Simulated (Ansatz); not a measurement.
LuSi2:
```cif
data_LuSi2
_chemical_formula_sum 'Lu1 Si2'
_space_group_name_H-M_alt 'P6/mmm'
_space_group_IT_number 191
_space_group_name_Hall '-P 6 2'
_cell_length_a 4.01776
_cell_length_b 4.01776
_cell_length_c 3.64808
_cell_angle_alpha 90.000
_cell_angle_beta 90.000
_cell_angle_gamma 120.000
loop_
_atom_site_label
_atom_site_type_symbol
_atom_site_symmetry_multiplicity
_atom_site_Wyckoff_symbol
_atom_site_fract_x
_atom_site_fract_y
_atom_site_fract_z
_atom_site_occupancy
Lu1 Lu 1 a 0.00000 0.00000 0.00000 1
Si1 Si 2 d 0.33333 0.66667 0.50000 1
```

Relaxed at zero pressure with the program Ansatz at the LDA level (PAW).

Question: The volume is lowered by 9 % and shape and atoms relax at that volume. What pressure results, and how do the axes share the change?

Answer: 11.7 GPa; a -2.5 %, b -2.5 %, c -4.3 %; the energy rises by 51 meV/atom.

Question: Give the new structure.

Answer: 
Space group P6/mmm (No. 191); a = b = 3.9179 Å, c = 3.4911 Å, α = β = 90.00°, γ = 120.00°

```csv
atom,site,symmetry,x,y,z
Lu,1a,6/mmm,0.0000,0.0000,0.0000
Si,2d,-6m2,0.3333,0.6667,0.5000
```

The phase is kept; no other phase was compared at this pressure.

The workflow started from an entry of the Crystallography Open Database (COD). Its standing as an ambient phase is unchecked. The LDA relaxation kept the symmetry of its start. At this level the phase is mechanically unstable. Spin–orbit coupling is left out wherever it is not named.

Potentials: the later of the program's two PAW sets.
